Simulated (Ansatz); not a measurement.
The elements of this relaxed trial crystal are hidden behind letters.

```
lattice vectors (Å)
   6.2248    0.0000    0.0000
   0.0000    6.2248    0.0000
   0.0000    0.0000    6.2248
fractional positions
X 0.5000 0.0000 0.0000
X 0.0000 0.0000 0.5000
X 0.0000 0.5000 0.0000
Z 0.5000 0.5000 0.5000
Q 0.2499 0.7501 0.2499
Q 0.2499 0.2499 0.7501
Q 0.7501 0.7501 0.7501
Q 0.7501 0.2499 0.2499
```

These are results of DFT PBE, scalar-relativistic, plane waves, PAW in Ansatz, not measurements. The final run on the 8-atom cell used 420 eV, a Γ-centred 6×6×6 mesh, 0.02 eV smearing and no spin polarisation.

* Space group: P-43m (No. 215)
* Conventional cell: a = 6.225 Å
* Volume per atom: 30.15 Å³
* Density: 4.39 g/cm³
* Formation energy: −0.169 eV/atom
* Gap on the 6×6×6 mesh of the 8-atom cell: 0.40 eV

Energies are uncorrected and count from the elements' standard states at the same level.

Question: X is a p-block element of period 3, Z is a p-block element of period 4 and Q is a p-block element of period 5. Which elements are they?

Answer: X = Al, Z = Ga, Q = Sb, so the formula is Al3GaSb4. Density times volume gives a mean mass of 4.39 × 30.15/1.6605 = 79.7 u per atom, and this set has 79.7 u. Around Al lie 4 Sb at 2.70 Å; Ga has 4 Sb at 2.70 Å; Sb is surrounded by 3 Al at 2.70 Å and 1 Ga at 2.70 Å. Other sets within the hints have nearly the same mass, so mass alone doesn't settle it; this one was computed.

These runs have no spin–orbit coupling, which can matter for Sb. Kohn–Sham gaps at this level usually fall short of measured ones. The missing spin–orbit coupling can work the other way here. Symmetry constrained the relaxation, so the result can be a saddle point.
